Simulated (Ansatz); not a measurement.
# Structures of GaC2: which is lowest?

Plane-wave DFT in Ansatz with scalar-relativistic PAW potentials, cutoff 420 eV, Γ-centred meshes chosen by cell and gap, Gaussian smearing with energies taken to zero width. Every cell was relaxed (cell and atoms) in a run of its own, within the symmetry of its start. Functional: PBE.

Relaxed structures (starts from databases or built by putting these elements on another compound's sites):
A. Pnnm, 6 atoms in the computed cell, a = 4.153 Å, b = 4.992 Å, c = 3.271 Å; sites (symmetry × multiplicity) Ga ..2/m × 2, C ..m × 4; start: built
B. Cmcm, 6 atoms in the computed cell, a = 3.306 Å, b = 18.003 Å, c = 2.637 Å; sites (symmetry × multiplicity) Ga m2m × 4, C m2m × 4 + m2m × 4; start: built

Question: Rank them by energy. Could pressure change the order?

Answer:
```tsv
structure	group	E − E(lowest) (meV/atom)	V (Å³/atom)	gap on mesh (eV)
A	Pnnm	0.0	11.30	0.00
B	Cmcm	344	13.08	0.00
```

A is lowest, 344 meV/atom under B. The lowest is also the densest of these, so pressure wouldn't bring one of the others in at first order. Other structures may lie lower than all of these, and vibrations aren't counted.